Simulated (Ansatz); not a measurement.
Zn2CuAs2O8 in Ansatz, relaxation

Launch command:

```bash
ansatz run input.yaml --threads 2 --pin off --max-ram 2560MiB --backend cpu --events-out ev --progress --plain --runs-dir out
```

input.yaml:

```yaml
crystal:
  lattice:
    - [5.03849356, 0.0, 0.0]
    - [0.37671942, 6.61393313, 0.0]
    - [-1.97368044, -1.69929429, 4.55646251]
  atoms:
    - { symbol: As, position: [0.8647, 0.2761, 0.138] }
    - { symbol: As, position: [0.1353, 0.7239, 0.862] }
    - { symbol: Zn, position: [0.2303, 0.1857, 0.7357] }
    - { symbol: Zn, position: [0.7697, 0.8143, 0.2643] }
    - { symbol: Cu, position: [0.5, 0.5, 0.5] }
    - { symbol: O, position: [0.6336, 0.1554, 0.7986] }
    - { symbol: O, position: [0.3664, 0.8446, 0.2014] }
    - { symbol: O, position: [0.1838, 0.3332, 0.129] }
    - { symbol: O, position: [0.8162, 0.6668, 0.871] }
    - { symbol: O, position: [0.733, 0.5045, 0.2921] }
    - { symbol: O, position: [0.267, 0.4955, 0.7079] }
    - { symbol: O, position: [0.9082, 0.1212, 0.3429] }
    - { symbol: O, position: [0.0918, 0.8788, 0.6571] }
kpoints:
  mp_grid: { grid: [4, 3, 4], shift: [0.0, 0.5, 0.5] }
magnetization:
  spin_polarized: false
scf:
  occupations: { method: fermi_dirac }
  lower_state_search: "off"
hamiltonian:
  pseudopotentials: { kind: paw }
  xc: r2scan
basis:
  ecutwfc: 500
  fft_grid_basis: typed
relax:
  max_steps: 40
  f_tol: 0.03
output:
  forces: true
  stress: true
  eigenvalues: true
  populations: true
  elf: true
  write_potential: true
  volumetric_format: npy
  dos:
    e_range: [-12, 8]
    de: 0.05
    projected: { site_lists: { As: [As], Cu: [Cu], O: [O], Zn: [Zn] } }
  bader: false
checkpoint:
  read: saved_state
```

Origin of the cell: a database entry, scaled a little.

The smearing width isn't typed, so it takes its default of 0.1 eV.

The saved state is a converged single point of the same cell.

Steps:

| step | ΔF (meV/atom) | max force component (eV/Å) | SCF iterations | step was |
| --- | --- | --- | --- | --- |
| 1 | 0.0 | 0.751 | 9 | accepted |
| 2 | -2.9 | 0.392 | 8 | accepted |
| 3 | -3.8 | 0.060 | 8 | accepted |
| 4 | -3.9 | 0.027 | 9 | accepted |

Step 1, with forces in eV/Å:

```xyz
13
Lattice="5.038 0.000 0.000 0.377 6.614 0.000 -1.974 -1.699 4.556" Properties=species:S:1:pos:R:3:forces:R:3 pbc="T T T" step=1
As    4.188    1.592    0.629   -0.049   -0.327   -0.121
As   -0.747    3.323    3.928    0.049    0.327    0.121
Zn   -0.222   -0.022    3.352   -0.012    0.022   -0.045
Zn    3.663    4.937    1.204    0.012   -0.022    0.045
Cu    1.721    2.457    2.278    0.000    0.000    0.000
O     1.675   -0.329    3.639   -0.081   -0.139   -0.499
O     1.767    5.244    0.918    0.081    0.139    0.499
O     0.797    1.985    0.588    0.576    0.170   -0.122
O     2.645    2.930    3.969   -0.576   -0.170    0.122
O     3.307    2.840    1.331   -0.247    0.751    0.244
O     0.135    2.074    3.226    0.247   -0.751   -0.244
O     3.945    0.219    1.562   -0.046   -0.374    0.251
O    -0.503    4.696    2.994    0.046    0.374   -0.251
```

Step 2, with forces in eV/Å:

```xyz
13
Lattice="5.038 0.000 0.000 0.377 6.614 0.000 -1.974 -1.699 4.556" Properties=species:S:1:pos:R:3:forces:R:3 pbc="T T T" step=2
As    4.190    1.592    0.618   -0.044   -0.170   -0.057
As   -0.749    3.323    3.938    0.044    0.170    0.057
Zn   -0.215   -0.027    3.345   -0.015    0.044   -0.031
Zn    3.656    4.941    1.212    0.015   -0.044    0.031
Cu    1.721    2.457    2.278    0.000    0.000    0.000
O     1.682   -0.342    3.621   -0.013   -0.071   -0.210
O     1.760    5.257    0.935    0.013    0.071    0.210
O     0.807    1.991    0.578    0.272    0.089   -0.037
O     2.635    2.924    3.979   -0.272   -0.089    0.037
O     3.305    2.851    1.324   -0.085    0.392    0.132
O     0.137    2.063    3.233    0.085   -0.392   -0.132
O     3.947    0.218    1.561   -0.033   -0.172    0.107
O    -0.506    4.697    2.996    0.033    0.172   -0.107
```

Step 3, with forces in eV/Å:

```xyz
13
Lattice="5.038 0.000 0.000 0.377 6.614 0.000 -1.974 -1.699 4.556" Properties=species:S:1:pos:R:3:forces:R:3 pbc="T T T" step=3
As    4.191    1.592    0.612   -0.003   -0.026   -0.005
As   -0.750    3.323    3.944    0.003    0.026    0.005
Zn   -0.210   -0.029    3.338   -0.014    0.044   -0.006
Zn    3.651    4.944    1.218    0.014   -0.044    0.006
Cu    1.721    2.457    2.278    0.000    0.000    0.000
O     1.688   -0.351    3.610    0.023   -0.007    0.019
O     1.754    5.266    0.947   -0.023    0.007   -0.019
O     0.815    1.995    0.572    0.014    0.011    0.021
O     2.626    2.919    3.985   -0.014   -0.011   -0.021
O     3.307    2.865    1.324    0.020    0.060    0.003
O     0.135    2.050    3.232   -0.020   -0.060   -0.003
O     3.946    0.217    1.561   -0.024   -0.001   -0.017
O    -0.504    4.698    2.996    0.024    0.001    0.017
```

Step 4, with forces in eV/Å:

```xyz
13
Lattice="5.038 0.000 0.000 0.377 6.614 0.000 -1.974 -1.699 4.556" Properties=species:S:1:pos:R:3:forces:R:3 pbc="T T T" step=4
As    4.190    1.591    0.615   -0.023   -0.027   -0.006
As   -0.749    3.323    3.942    0.023    0.027    0.006
Zn   -0.214   -0.024    3.340    0.018   -0.002   -0.006
Zn    3.655    4.939    1.217   -0.018    0.002    0.006
Cu    1.721    2.457    2.278    0.000    0.000    0.000
O     1.689   -0.354    3.612    0.005    0.013    0.008
O     1.752    5.269    0.944   -0.005   -0.013   -0.008
O     0.817    1.988    0.579   -0.008    0.007   -0.011
O     2.625    2.926    3.977    0.008   -0.007    0.011
O     3.311    2.872    1.321   -0.024    0.003    0.027
O     0.130    2.043    3.235    0.024   -0.003   -0.027
O     3.929    0.220    1.565    0.012   -0.001    0.004
O    -0.487    4.695    2.992   -0.012    0.001   -0.004
```

```
Free energy lowered by  : 3.9 meV/atom
Final pressure          : 2.53 GPa
Relaxation steps listed : 4
```

Caveats: no moments, though an odd count or open d shells may carry them; the SCF threshold is looser than advised for a stress; the k mesh is coarse if the cell is a metal; the relaxation held the start's symmetry, so the end may be a saddle point.

Time: 4 min on 2 threads of Arm Neoverse N1 (shared host), peak memory 1.1 GiB, from a saved density.
